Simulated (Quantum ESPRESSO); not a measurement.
## How field gradients follow strain in SiO2 (P4₁2₁2)

```yaml
crystal:
  lattice:
    - [4.99265, 0.00000, 0.00000]
    - [0.00000, 4.99265, 0.00000]
    - [0.00000, 0.00000, 6.93393]
  atoms:
    - { symbol: Si, position: [0.69866, 0.69866, 0.50000] }
    - { symbol: Si, position: [0.80134, 0.19866, 0.75000] }
    - { symbol: Si, position: [0.30134, 0.30134, 0.00000] }
    - { symbol: Si, position: [0.19866, 0.80134, 0.25000] }
    - { symbol: O, position: [0.89357, 0.76139, 0.32011] }
    - { symbol: O, position: [0.73861, 0.39357, 0.57011] }
    - { symbol: O, position: [0.10643, 0.23861, 0.82011] }
    - { symbol: O, position: [0.26139, 0.60643, 0.07011] }
    - { symbol: O, position: [0.39357, 0.73861, 0.42989] }
    - { symbol: O, position: [0.23861, 0.10643, 0.17989] }
    - { symbol: O, position: [0.60643, 0.26139, 0.92989] }
    - { symbol: O, position: [0.76139, 0.89357, 0.67989] }
```
The cell comes from the Materials Project (a computed structure). It is SiO2 in P4₁2₁2. Stability against distortions was not tested. Forces on the atoms reach 0.14 eV/Å at this level.

Isotropic strain: all lattice vectors are scaled together, so the volume changes by about three times as much; fractional positions kept.

Method: field gradients by the PAW reconstruction of the field gradient on a scalar-relativistic PBE ground state (a modified build of Quantum ESPRESSO, JTH datasets), 22.5 Ha, k-mesh 5×5×4 through Γ. Values are those of the named site's first atom. Cores are frozen. Against all-electron runs on small test molecules, this scheme's |Vzz| missed by −6 % on Si, −2 to +6 % on O.

Unchanged cell: Vzz O (a.u.) = 0.933.

**Question.** How do these values move along the path (lattice scale factor: 0.98, 1.02)?

**Answer.** 
```json
[
 {"lattice scale factor": "0.98", "Vzz O (a.u.)": "0.822"},
 {"lattice scale factor": "1", "Vzz O (a.u.)": "0.933"},
 {"lattice scale factor": "1.02", "Vzz O (a.u.)": "1.040"}
]
```
